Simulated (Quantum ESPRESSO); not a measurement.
## MgAl3As3S (finding a planted mistake in a log)

Simulated, not a measurement. The program is pw.x of Quantum ESPRESSO 7.5 (plane-wave density functional theory). The cell is made up: 8 atoms on a zincblende/diamond lattice, with randomly drawn elements, strain and displacements, not relaxed. PseudoDojo standard norm-conserving files (v0.5 for PBE, v0.4.1 for LDA and PBEsol) set the functional; there is no spin polarisation, spin-orbit coupling or dispersion term, and the masses in the input are unused placeholders.

Intended input:

```
&control calculation='scf', pseudo_dir='./dojo.nc.sr.pbe.v0_5.standard.upf', outdir='./o', disk_io='medium', tprnfor=.true., tstress=.true. /
&system ibrav=0, nat=8, ntyp=4, nbnd=41, ecutwfc=84.00895049, nosym=.true., tot_charge=0,
 occupations='smearing', smearing='fd', degauss=0.0018374661
/
&electrons conv_thr=7.350e-09, electron_maxstep=60, /
ATOMIC_SPECIES
Al 1.0 Al.upf
As 1.0 As.upf
Mg 1.0 Mg.upf
S 1.0 S.upf
CELL_PARAMETERS angstrom
5.7571 -0.0185 0.0486
-0.0185 5.7777 0.0975
0.0486 0.0975 5.8421
ATOMIC_POSITIONS angstrom
Mg -0.0709 0.1246 0.0294
Al 0.0852 2.87 2.9264
Al 2.9019 0.0595 2.8497
Al 2.9325 2.8577 -0.0475
As 1.4307 1.471 1.4401
As 1.4087 4.3079 4.4531
As 4.3298 1.4488 4.4665
S 4.3512 4.3628 1.5123
K_POINTS automatic
4 4 4 1 1 1
```

The log is shortened where brackets say so; the opening notice, blank lines, dates and the lines on written files are dropped, and the path of the files is cut. It prints rydbergs, bohrs and kilobars, and counts compression as positive stress. Where no state is partly filled, the Fermi energy that it prints is only some level between the filled and the empty states on the mesh, and need not lie in the true gap.

Log of the intended run:

```
     Program PWSCF v.7.5
     Parallel version (MPI & OpenMP), running on       1 processor cores
     Number of MPI processes:                 1
     Threads/MPI process:                     1
     [start-up lines left out]
     bravais-lattice index     =            0
     lattice parameter (alat)  =      10.8798  a.u.
     unit-cell volume          =    1310.8912 (a.u.)^3
     number of atoms/cell      =            8
     number of atomic types    =            4
     number of electrons       =        70.00
     number of Kohn-Sham states=           41
     kinetic-energy cutoff     =      84.0090  Ry
     charge density cutoff     =     336.0358  Ry
     scf convergence threshold =      7.3E-09
     mixing beta               =       0.7000
     number of iterations used =            8  plain     mixing
     Exchange-correlation= PBE
                           (   1   4   3   4   0   0   0)
     [axes and pseudopotential details left out]
   Cartesian axes
     site n.     atom                  positions (alat units)
         1        Mg     tau(   1) = (  -0.0123147   0.0216420   0.0051065  )
         2        Al     tau(   2) = (   0.0147985   0.4984945   0.5082907  )
         3        Al     tau(   3) = (   0.5040353   0.0103346   0.4949686  )
         4        Al     tau(   4) = (   0.5093503   0.4963581  -0.0082503  )
         5        As     tau(   5) = (   0.2485004   0.2555002   0.2501331  )
         6        As     tau(   6) = (   0.2446792   0.7482455   0.7734655  )
         7        As     tau(   7) = (   0.7520494   0.2516442   0.7757930  )
         8        S      tau(   8) = (   0.7557664   0.7577812   0.2626736  )
     number of k points=    32  Fermi-Dirac smearing, width (Ry)=  0.0018
                       cart. coord. in units 2pi/alat
        k(    1) = (   0.1243863   0.1229310   0.1200999), wk =   0.0625000
        k(    2) = (   0.1222923   0.1187652   0.3665596), wk =   0.0625000
     [further k points left out]
     Dense  grid:   136321 G-vectors     FFT dimensions: (  64,  64,  72)
     Estimated max dynamical RAM per process >     183.86 MB
     Initial potential from superposition of free atoms
     starting charge      69.9911, renormalised to      70.0000
     Starting wfcs are   48 randomized atomic wfcs
     total cpu time spent up to now is       18.7 secs
     per-process dynamical memory:   139.3 Mb
     Self-consistent Calculation
     iteration #  1     ecut=    84.01 Ry     beta= 0.70
     Davidson diagonalization with overlap
     ethr =  1.00E-02,  avg # of iterations =  4.0
     Threshold (ethr) on eigenvalues was too large:
     Diagonalizing with lowered threshold
     Davidson diagonalization with overlap
     ethr =  4.98E-04,  avg # of iterations =  2.0
     total cpu time spent up to now is      115.9 secs
     total energy              =    -791.33269885 Ry
     estimated scf accuracy    <       0.34651138 Ry
     iteration #  2     ecut=    84.01 Ry     beta= 0.70
     Davidson diagonalization with overlap
     ethr =  4.95E-04,  avg # of iterations =  3.0
     total cpu time spent up to now is      166.3 secs
     total energy              =    -791.40428972 Ry
     estimated scf accuracy    <       0.06599227 Ry
     [iterations 3 to 8 left out]
     iteration #  9     ecut=    84.01 Ry     beta= 0.70
     Davidson diagonalization with overlap
     ethr =  2.45E-10,  avg # of iterations =  3.8
     total cpu time spent up to now is      513.9 secs
     total energy              =    -791.41912732 Ry
     estimated scf accuracy    <       0.00000002 Ry
     iteration # 10     ecut=    84.01 Ry     beta= 0.70
     Davidson diagonalization with overlap
     ethr =  3.23E-11,  avg # of iterations =  2.1
     total cpu time spent up to now is      558.4 secs
     End of self-consistent calculation
     [lines on levels left out]
     the Fermi energy is     5.7821 ev
!    total energy              =    -791.41912732 Ry
     estimated scf accuracy    <          5.6E-09 Ry
     smearing contrib. (-TS)   =      -0.00000000 Ry
     internal energy E=F+TS    =    -791.41912732 Ry
     The total energy is F=E-TS. E is the sum of the following terms:
     one-electron contribution =    -553.19102495 Ry
     hartree contribution      =     297.09807292 Ry
     xc contribution           =    -171.08380870 Ry
     ewald contribution        =    -364.24236660 Ry
     convergence has been achieved in  10 iterations
     Forces acting on atoms (cartesian axes, Ry/au):
     atom    1 type  3   force =     0.03415228   -0.04748224   -0.00339368
     atom    2 type  1   force =    -0.01196001    0.00735672    0.01674256
     atom    3 type  1   force =    -0.01157402   -0.01824911    0.02699303
     atom    4 type  1   force =    -0.02182973    0.00999619    0.01387778
     atom    5 type  2   force =     0.03910733    0.02056429    0.00884991
     atom    6 type  2   force =     0.01827189    0.02814624   -0.01811355
     atom    7 type  2   force =    -0.02063001    0.02854407   -0.07051485
     atom    8 type  4   force =    -0.02553773   -0.02887616    0.02555882
     Total force =     0.133084     Total SCF correction =     0.000335
     Computing stress (Cartesian axis) and pressure
          total   stress  (Ry/bohr**3)                   (kbar)     P=      -12.93
  -0.00007442  -0.00004910   0.00006177          -10.95       -7.22        9.09
  -0.00004910  -0.00007235  -0.00007563           -7.22      -10.64      -11.13
   0.00006177  -0.00007563  -0.00011701            9.09      -11.13      -17.21
     init_run     :     18.18s CPU     18.55s WALL (       1 calls)
     electrons    :    521.15s CPU    539.74s WALL (       1 calls)
     forces       :      5.95s CPU      6.06s WALL (       1 calls)
     stress       :     26.70s CPU     27.98s WALL (       1 calls)
     [timing details left out]
     PWSCF        :   9m32.30s CPU   9m53.12s WALL
     JOB DONE.
```

A second run was made from an input with one planted mistake. Its log:

```
     Program PWSCF v.7.5
     Parallel version (MPI & OpenMP), running on       1 processor cores
     Number of MPI processes:                 1
     Threads/MPI process:                     1
     [start-up lines left out]
     bravais-lattice index     =            0
     lattice parameter (alat)  =      10.8798  a.u.
     unit-cell volume          =    1310.8912 (a.u.)^3
     number of atoms/cell      =            8
     number of atomic types    =            4
     number of electrons       =        70.00
     number of Kohn-Sham states=           41
     kinetic-energy cutoff     =      60.4159  Ry
     charge density cutoff     =     241.6635  Ry
     scf convergence threshold =      7.3E-09
     mixing beta               =       0.7000
     number of iterations used =            8  plain     mixing
     Exchange-correlation= PBE
                           (   1   4   3   4   0   0   0)
     [axes and pseudopotential details left out]
   Cartesian axes
     site n.     atom                  positions (alat units)
         1        Mg     tau(   1) = (  -0.0123147   0.0216420   0.0051065  )
         2        Al     tau(   2) = (   0.0147985   0.4984945   0.5082907  )
         3        Al     tau(   3) = (   0.5040353   0.0103346   0.4949686  )
         4        Al     tau(   4) = (   0.5093503   0.4963581  -0.0082503  )
         5        As     tau(   5) = (   0.2485004   0.2555002   0.2501331  )
         6        As     tau(   6) = (   0.2446792   0.7482455   0.7734655  )
         7        As     tau(   7) = (   0.7520494   0.2516442   0.7757930  )
         8        S      tau(   8) = (   0.7557664   0.7577812   0.2626736  )
     number of k points=    32  Fermi-Dirac smearing, width (Ry)=  0.0018
                       cart. coord. in units 2pi/alat
        k(    1) = (   0.1243863   0.1229310   0.1200999), wk =   0.0625000
        k(    2) = (   0.1222923   0.1187652   0.3665596), wk =   0.0625000
     [further k points left out]
     Dense  grid:    83135 G-vectors     FFT dimensions: (  54,  60,  60)
     Estimated max dynamical RAM per process >     114.68 MB
     Initial potential from superposition of free atoms
     starting charge      69.9911, renormalised to      70.0000
     Starting wfcs are   48 randomized atomic wfcs
     total cpu time spent up to now is        8.3 secs
     per-process dynamical memory:    67.7 Mb
     Self-consistent Calculation
     iteration #  1     ecut=    60.42 Ry     beta= 0.70
     Davidson diagonalization with overlap
     ethr =  1.00E-02,  avg # of iterations =  4.1
     Threshold (ethr) on eigenvalues was too large:
     Diagonalizing with lowered threshold
     Davidson diagonalization with overlap
     ethr =  5.18E-04,  avg # of iterations =  2.0
     total cpu time spent up to now is       48.7 secs
     total energy              =    -790.93699131 Ry
     estimated scf accuracy    <       0.36255724 Ry
     iteration #  2     ecut=    60.42 Ry     beta= 0.70
     Davidson diagonalization with overlap
     ethr =  5.18E-04,  avg # of iterations =  2.5
     total cpu time spent up to now is       74.8 secs
     total energy              =    -791.00600308 Ry
     estimated scf accuracy    <       0.06190820 Ry
     [iterations 3 to 9 left out]
     iteration # 10     ecut=    60.42 Ry     beta= 0.70
     Davidson diagonalization with overlap
     ethr =  1.04E-10,  avg # of iterations =  2.0
     total cpu time spent up to now is      290.8 secs
     total energy              =    -791.02130480 Ry
     estimated scf accuracy    <          8.6E-09 Ry
     iteration # 11     ecut=    60.42 Ry     beta= 0.70
     Davidson diagonalization with overlap
     ethr =  1.23E-11,  avg # of iterations =  3.2
     total cpu time spent up to now is      326.1 secs
     End of self-consistent calculation
     [lines on levels left out]
     the Fermi energy is     5.7791 ev
!    total energy              =    -791.02130480 Ry
     estimated scf accuracy    <          7.6E-10 Ry
     smearing contrib. (-TS)   =      -0.00000000 Ry
     internal energy E=F+TS    =    -791.02130480 Ry
     The total energy is F=E-TS. E is the sum of the following terms:
     one-electron contribution =    -552.15054170 Ry
     hartree contribution      =     296.20512314 Ry
     xc contribution           =    -170.83351964 Ry
     ewald contribution        =    -364.24236661 Ry
     convergence has been achieved in  11 iterations
     Forces acting on atoms (cartesian axes, Ry/au):
     atom    1 type  3   force =     0.03445689   -0.04737371   -0.00365133
     atom    2 type  1   force =    -0.01176914    0.00729955    0.01677778
     atom    3 type  1   force =    -0.01160665   -0.01815768    0.02702493
     atom    4 type  1   force =    -0.02183832    0.00990189    0.01374327
     atom    5 type  2   force =     0.03910220    0.02079234    0.00928868
     atom    6 type  2   force =     0.01843310    0.02791136   -0.01832802
     atom    7 type  2   force =    -0.02107515    0.02876416   -0.07064188
     atom    8 type  4   force =    -0.02570294   -0.02913790    0.02578657
     Total force =     0.133475     Total SCF correction =     0.000181
     Computing stress (Cartesian axis) and pressure
          total   stress  (Ry/bohr**3)                   (kbar)     P=     -440.63
  -0.00298056  -0.00004878   0.00006070         -438.45       -7.18        8.93
  -0.00004878  -0.00297911  -0.00007714           -7.18     -438.24      -11.35
   0.00006070  -0.00007714  -0.00302647            8.93      -11.35     -445.21
     init_run     :      7.56s CPU      8.21s WALL (       1 calls)
     electrons    :    314.00s CPU    317.76s WALL (       1 calls)
     forces       :      5.58s CPU      5.64s WALL (       1 calls)
     stress       :     20.70s CPU     20.82s WALL (       1 calls)
     [timing details left out]
     PWSCF        :   5m48.10s CPU   5m52.94s WALL
     JOB DONE.
```

Question: what was wrong in the second input?

Answer: the plane-wave cutoff is too low. The input lines that differ, file-writing options aside:

```
- &system ibrav=0, nat=8, ntyp=4, nbnd=41, ecutwfc=84.00895049, nosym=.true., tot_charge=0,
+ &system ibrav=0, nat=8, ntyp=4, nbnd=41, ecutwfc=60.41588566, nosym=.true., tot_charge=0,
```

```
                                            intended run  run with the mistake
                          free energy (eV)    -10767.806            -10762.393
                    smearing term -TS (eV)        0.0000                0.0000
                            pressure (GPa)         -1.29                -44.06
            largest force component (eV/Å)         1.813                 1.816
largest change of a force component (eV/Å)                               0.011
                                iterations            10                    11
```

For scale, a rerun of the intended cell at 1437 eV and a 6 x 6 x 6 mesh moved values by no more than 0.006 eV in energy, 0.02 GPa in stress and 0.005 eV/Å in force.